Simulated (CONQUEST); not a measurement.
CONQUEST run on TaN (P-6m2, 4 atoms in the cell; from Materials Project mp-1459, changed as shown): self-consistent single point.

Computed with LDA (PW92), numerical atomic orbitals double-zeta with polarisation (the shipped basis), PseudoDojo norm-conserving potentials made for LDA (CONQUEST 1.3).

The change in words: lattice scaled by 1.02. Reference geometry (P-6m2):
```xyz
4
Lattice="2.9399 0.0000 0.0000 0.0000 5.0921 0.0000 0.0000 0.0000 2.8902" Properties=species:S:1:pos:R:3 pbc="T T T"
Ta     0.0000     0.0000     1.4451
Ta     1.4700     2.5461     1.4451
N      1.4700     0.8487     0.0000
N      0.0000     3.3948     0.0000
```

Reference input (self-consistent single point, DFT, LDA (PW92), numerical atomic orbitals double-zeta with polarisation (the shipped basis), PseudoDojo norm-conserving potentials made for LDA): basis = DZP; Diag.MPMeshX, Y, Z = 8 6 8; potentials = PseudoDojo norm-conserving LDA; Grid.GridCutoff = 175 Ha; DM.SolutionMethod = diagon; Diag.kT = 0.004998 Ha; Diag.GammaCentred = true; minE.SCTolerance = 1.0e-06; SC.MaxIters = 100; SC.LinearMixingFactor = 0.5; SC.KerkerPreCondition = true; SC.KerkerFactor = 0.1 1/bohr. This run's input differs from it in these lines:

```diff
@@ -32,5 +32,5 @@
 # file: input.coords
-     5.555681423      0.000000000      0.000000000
-     0.000000000      9.622723532      0.000000000
-     0.000000000      0.000000000      5.461648651
+     5.666795429      0.000000000      0.000000000
+     0.000000000      9.815178910      0.000000000
+     0.000000000      0.000000000      5.570882380
 4
```

Output (repeated stretches shortened):

```
    new_SC_potl: Starting.  Tolerance:  0.10000E-05

    PulayMixSC: Starting Pulay mixing, A_up =  0.500 A_dn =  0.500
    PulayMixSC: Spin non-polarised calculation.
    PulayMixSC: with Kerker preconditioning, q0 =  0.100
          Harris-Foulkes Energy            :     -4117.192815933697602 eV
          GroundState Energy (E-(1/2)TS)   :     -4117.197620937694410 eV
          Free Energy (E-TS)               :     -4117.202425941691217 eV
          DFT Total Energy                 :     -4108.485504236265115 eV
          Total number of electrons        :        36.000000000001336
   [... lines left out ...]
          Total number of electrons        :        36.000015538719673
    PulayMixSC: Pulay iteration     7 residual:              0.13701E-05
          Harris-Foulkes Energy            :     -4114.583243929767377 eV
          GroundState Energy (E-(1/2)TS)   :     -4114.591299431720472 eV
          Free Energy (E-TS)               :     -4114.599354933671748 eV
          DFT Total Energy                 :     -4114.583243929605487 eV
          Total number of electrons        :        36.000016986266736
    PulayMixSC: Pulay iteration     8 residual:              0.14742E-06
    PulayMixSC: Reached SCF tolerance of  0.14742E-06 after      8 iterations
      | Number of electrons      =        36.000017
      |* band energy as 2Tr[K.H] =     -1048.836058333116398 eV
      |  screened ion-ion energy =     -2856.063360427832777 eV
      |  Ha correction           =        14.730215376316176 eV
      |  XC correction           =      -224.414058585450420 eV
      | GS Energy as E-(1/2)TS   =     -4114.591299431720472 eV
      | Free Energy as E-TS      =     -4114.599354933671748 eV
      |* Harris-Foulkes energy   =     -4114.583243929767377 eV
      |* DFT total energy        =     -4114.583243929605487 eV
      |  estimated accuracy      =        -0.000000000162413 eV

    force: Forces on atoms (eV/a0)
    force:  Atom   X              Y              Z
   [... lines left out ...]
    force:     4  -0.0021529081   0.0013092735  -0.0000000000

    force: Maximum force :        0.00318885(eV/a0) on atom         2 in y direction
    force: Force Residual:        0.00287385 eV/a0
    force: Total stress:         27.34447657    27.16853246    31.44633263 GPa
    force: Average pressure:    -28.65311389 GPa

    force: Finished force
    get_E_and_F: Change in energy during last step of electronic optimisation:  0.28984E-06
```

The run converged in 8 iterations. CONQUEST prints the stress tensor with tension positive. Against the reference run the free energy goes up by 86.2 meV/atom and the pressure goes from -11.61 to -28.65 GPa.

The program uses no crystal symmetry, so grid and mesh can part values that symmetry would make equal. The atom-centred basis is finite, which shifts total energies and pressures against plane waves. The structure comes from a collection of computed structures, made at another level of theory; the collection holds predicted forms beside known ones. No clean gap shows at this smearing width and mesh (spacing up to 0.27 Å⁻¹); the mesh is coarse for partly filled bands, so the values carry mesh errors. At this pressure the cell is far from its equilibrium volume at this level.

Cost on one core: roughly 4 core-minutes.
